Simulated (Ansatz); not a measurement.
# Sensitivity of the gradients in TlCl with a Tl vacancy to the input

Cell: a supercell of TlCl (CsCl type, Pm-3m) built from a structure deposited in the COD (the entry's cell lengths or inner coordinates differ somewhat from later room-temperature determinations), with all atoms left at the host's positions.

Space group Fm-3m (No. 225); a = 15.3360 Å.

```csv
site,Wyckoff,site symmetry,x,y,z
Tl1,24d,m.mm,0.0000,0.2500,0.2500
Tl4,8c,-43m,0.2500,0.2500,0.2500
Tl7,24e,4m.m,0.2500,0.5000,0.5000
Tl11,4b,m-3m,0.5000,0.5000,0.5000
Cl16,32f,.3m,0.1250,0.1250,0.1250
Cl20,32f,.3m,0.3750,0.3750,0.3750
```

One atom of each set is listed; the run and its k-mesh use a cell of 31 atoms with edges of 10.84, 10.84, 10.84 Å.

Reference run. Method: Kohn–Sham DFT in Ansatz, PBE, plane waves and PAW, scalar-relativistic, 420 eV cutoff, Γ-centred 2×2×2 k-points, Fermi–Dirac smearing 0.01 eV, cell charge -1.

(1) The input is changed as follows: `basis.xc_grid`: not typed → 2. What happens to V_zz (10²¹ V/m²) and η?

## Answers

(1) 

```tsv
site	V_zz reference	η reference	V_zz changed	η changed
Tl1	1.50	0.68	1.50	0.68
Tl7	-0.35	0.00	-0.35	0.00
Cl16	-2.36	0.00	-2.36	0.00
Cl20	0.15	0.00	0.15	0.00
```

All printed values agree. Sites without a gradient aren't listed. SCF iterations: 8 and 8.

On the reference run: The defect repeats with the cell of 31 atoms, so it feels its images: sites between two images don't show the values beside a lone defect, and zeros or small values of η there can come from the images' arrangement. A uniform background compensates the cell's charge. Spin–orbit coupling is left out, which shifts gradients on Tl by a few per cent, and by more where contributions nearly cancel. The neighbours have not yet relaxed around the defect (largest force 0.35 eV/Å), so a real crystal will differ.
